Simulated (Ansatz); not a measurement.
This cell of TiH2 (space group I4/mmm) is off equilibrium:

```xyz
3
Lattice="-1.6361 1.6361 2.1377 1.6361 -1.6361 2.1377 1.6361 1.6361 -2.1377" Properties=species:S:1:pos:R:3 pbc="T T T"
Ti     0.0000     0.0000     0.0000
H      1.6361     0.0000     1.0688
H      0.0000     1.6361     1.0688
```

Computed with PBEsol (plane waves to 420 eV, PAW, scalar-relativistic; Ansatz, a program for electronic structure). k mesh 20×20×20 (Γ-centred), Fermi-Dirac smearing 0.05 eV. E stands for the smeared free energy. Compression counts positive. This is one of several known forms of TiH2; the measured ambient cells at hand have space group No. 225. TiH2 is run without spin polarisation. TiH2 was relaxed with its symmetry unable to fall.

What is the stress tensor (GPa)?


```
  -12.1      0.0      0.0
    0.0    -12.1      0.0
    0.0      0.0    -10.8
```
The pressure, a third of the trace, is -11.7 GPa.

It is the relaxed cell scaled evenly to V/V₀ = 1.096, atoms relaxed where free. What is its energy relative to the relaxed cell?

26 meV/atom.

(Under strain, the slope of the energy per volume gives the stress and its curvature an elastic modulus.)
